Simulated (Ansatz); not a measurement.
Data:

MgTe:
Space group F-43m (No. 216); a = b = c = 6.5090 Å, α = β = γ = 90.00°

| atom | site | symmetry | x | y | z |
|---|---|---|---|---|---|
| Te | 4c | -43m | 0.2500 | 0.2500 | 0.2500 |
| Mg | 4a | -43m | 0.0000 | 0.0000 | 0.0000 |
(The calculation used a cell of 2 atoms; values per cell refer to that cell.)

This is the PBE-relaxed structure.

Q: All from the program Ansatz at the PBE level (PAW), unless another level is named. Estimate the Born charges (a third of the trace).

A: Te -1.94, Mg +1.94 e.

Q: Next, the electronic dielectric constant ε∞ (DFPT)?

A: 5.51.

Q: Predict the static dielectric constant ε0 (ions relaxed, cell fixed).

A: 8.01.

Q: Next, the Bader charges?

A: Te -1.54, Mg +1.54 e.

The cell was relaxed with PBE under the symmetry of its start; phonons on a q-mesh show no instability. Scalar-relativistic: spin–orbit coupling is off unless named, which matters more the heavier the elements.

Potentials: the later of the program's two PAW sets.
